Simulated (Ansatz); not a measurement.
The start is a generated trial cell of ZnSe in the zincblende structure type. A full variable-cell relaxation at zero pressure is run with PBE (plane waves to 420 eV, PAW, scalar-relativistic; Ansatz, an electronic-structure program). The first steps use a coarse 7×7×7 k-mesh.

Starting cell:
```
ZnSe
1.0
    0.00000     2.86779     2.86779
    2.86779     0.00000     2.86779
    2.86779     2.86779     0.00000
Se Zn
1 1
Direct
  0.75000   0.75000   0.75000
  0.00000   0.00000   0.00000
```

| Quantity | Value |
|---|---|
| Outcome | The space group stays F-43m (No. 216) (the run could not lower it); the end is zinc blende type, with 2 atoms in the primitive cell |
| Energy released | under 1 meV/atom |
| Band gap at the end | 1.15 eV, direct at Γ (no spin-orbit coupling) |
| Optimiser moves | 2 |

Final values are on a 10×10×10 k-mesh of the relaxed cell. No spin polarisation in the result.

The run could not lose the symmetry of its start; a randomly shaken copy of 2 atoms returns to this structure.

All atoms sit on sites fixed by symmetry, so only the cell could relax.
